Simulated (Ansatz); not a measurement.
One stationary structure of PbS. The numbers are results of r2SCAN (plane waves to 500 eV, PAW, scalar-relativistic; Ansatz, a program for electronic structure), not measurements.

```cif
data_PbS
_chemical_formula_sum 'Pb1 S1'
_space_group_name_H-M_alt 'P 1'
_space_group_IT_number 1
_cell_length_a 4.22501
_cell_length_b 4.22501
_cell_length_c 4.22501
_cell_angle_alpha 60.000
_cell_angle_beta 60.000
_cell_angle_gamma 60.000
loop_
_space_group_symop_operation_xyz
  'x, y, z'
loop_
_atom_site_label
_atom_site_type_symbol
_atom_site_fract_x
_atom_site_fract_y
_atom_site_fract_z
_atom_site_occupancy
Pb1 Pb 0.00000 0.00000 0.00000 1
S1 S 0.50000 0.50000 0.50000 1
```

Find the space group and the Wyckoff positions (tolerance 0.01 Å).

Space group Fm-3m (No. 225); a = b = c = 5.975 Å, α = β = γ = 90.00°

| atom | site | symmetry | x | y | z |
|---|---|---|---|---|---|
| Pb | 4a | m-3m | 0.0000 | 0.0000 | 0.0000 |
| S | 4b | m-3m | 0.5000 | 0.5000 | 0.5000 |

This is the rock salt type.

Give the shortest distances between elements (the closest pairs, up to four, under 3.6 Å).

Pb–S 2.99 Å.

- Volume per atom = 26.66 Å³
- Band gap = 0.69 eV, direct at k = (0, 0, -0.5) (no spin-orbit coupling)

No spin polarisation in the result. Spin-orbit coupling is missing; with elements this heavy it can move band edges by tenths of an eV or more.

It was reached from a disturbed copy of a P4/nmm (No. 129) cell, against which it lies -140 meV/atom.
